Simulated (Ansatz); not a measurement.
# Elastic constants of LiAgHg2: input and output

The calculation used DFT LDA, scalar-relativistic, plane waves, PAW in Ansatz.

It can be run as:
```bash
ansatz run input.yaml --threads 1 --pin off --backend cpu --events-out ev --progress --plain --runs-dir out  # memory cap (--max-ram) not shown
```

Input (bare energies are in eV):
```yaml
crystal:
  lattice:
    - [3.3095664193, 0.0, 0.0]
    - [0.0, 3.3095664193, 0.0]
    - [0.0, 0.0, 6.2699817563]
  atoms:
    - { symbol: Li, position: [0.0, 0.0, 0.0] }
    - { symbol: Ag, position: [0.0, 0.0, 0.5] }
    - { symbol: Hg, position: [0.5, 0.5, 0.2360855036] }
    - { symbol: Hg, position: [0.5, 0.5, 0.7639144964] }
basis:
  ecutwfc: 420
kpoints:
  mp_grid: { grid: [14, 14, 8] }
hamiltonian:
  xc: lda
scf:
  occupations: { method: fermi_dirac, width: 0.15 }
output:
  forces: true
  stress: true
  eigenvalues: true
elastic:
  mode: clamped_ion
  amplitude: 0.005
  stencil: two_point
```

From the output:
```
--- Elastic constants: 4 strain directions × 2 members + reference (group order 16) ---
  dense FFT box of the reference and of every strained cell: 24×24×45
  strains applied: 11, 33, 23, 12; error gains: componentwise 1.00 (the most a stress slope's error grows in a printed constant), spectral 1.41 (1 for all six strains in a standard setting)
  C = ∂σ_k/∂η_j (tension-positive GPa; Voigt order 11 22 33 23 13 12):
        86.226     79.567     67.899      0.000      0.000     -0.000
        79.567     86.226     67.899      0.000      0.000     -0.000
        67.888     67.888    104.376      0.000      0.000     -0.000
         0.000      0.000      0.000     47.064      0.000      0.000
         0.000      0.000      0.000      0.000     47.064      0.000
        -0.000     -0.000      0.000      0.000      0.000     47.039
  reference stress σ⁰ (GPa):     -0.000     -0.000     -0.001     -0.000     -0.000     -0.000
  C* (energy form; C + prestress term) asymmetry max|C*_kj − C*_jk| = 1.141e-2 GPa — a small one proves nothing (zero by symmetry where the batch's group is 432, −43m or m−3m); a large one is finite-difference/SCF noise where every solve ...
  moduli (Voigt/Reuss/Hill, GPa): K = 78.61/78.52/78.57   G = 32.33/11.84/22.08   E = 60.58   ν = 0.372
  mechanically stable: yes (min eigenvalue of sym C = 6.66 GPa)
  strain η (Voigt 11):  stress-route row diagonal C_11 = 86.23 GPa, energy-path curvature d²(F+E_count+ΔE)/dδ²/Ω₀ = 86.23 GPa
         δ    σ_11 (GPa) F (eV) n_scf n_hpsi n_pw
    -5.000e-3      -0.4407      -34705.7492849      11  246799   1362
     5.000e-3       0.4216      -34705.7493007       8  177133   1376
  strain η (Voigt 33):  stress-route row diagonal C_33 = 104.38 GPa, energy-path curvature d²(F+E_count+ΔE)/dδ²/Ω₀ = 104.37 GPa
         δ    σ_33 (GPa) F (eV) n_scf n_hpsi n_pw
    -5.000e-3      -0.5363      -34705.7491845      11  139854   1358
     5.000e-3       0.5075      -34705.7492110       8  105155   1373
  strain η (Voigt 23):  stress-route row diagonal C_44 = 47.06 GPa, energy-path curvature d²(F+E_count+ΔE)/dδ²/Ω₀ = 47.08 GPa
         δ    σ_23 (GPa) F (eV) n_scf n_hpsi n_pw
    -5.000e-3      -0.2353      -34705.7495037       9  306679   1366
     5.000e-3       0.2353      -34705.7495037       7  259315   1366
  strain η (Voigt 12):  stress-route row diagonal C_66 = 47.04 GPa, energy-path curvature d²(F+E_count+ΔE)/dδ²/Ω₀ = 47.06 GPa
         δ    σ_12 (GPa) F (eV) n_scf n_hpsi n_pw
    -5.000e-3      -0.2352      -34705.7495028       8  178082   1366
     5.000e-3       0.2352      -34705.7495028       7  150292   1366
```

The cell was built by swapping an element in a database structure (itself possibly hypothetical) and relaxing; it need not be the stable form of this composition. In a metal, frequencies and elastic constants depend on the k mesh and the smearing, soft modes and shear constants most. Spin–orbit coupling is left out, which can shift energies with elements as heavy as these.

The least eigenvalue is 6.7 GPa; in a metal on this mesh the verdict on stability isn't firm within about 20 GPa or a tenth of the bulk modulus.

Clamped-ion constants are upper bounds: once the atoms relax, a strain can turn out softer or unstable.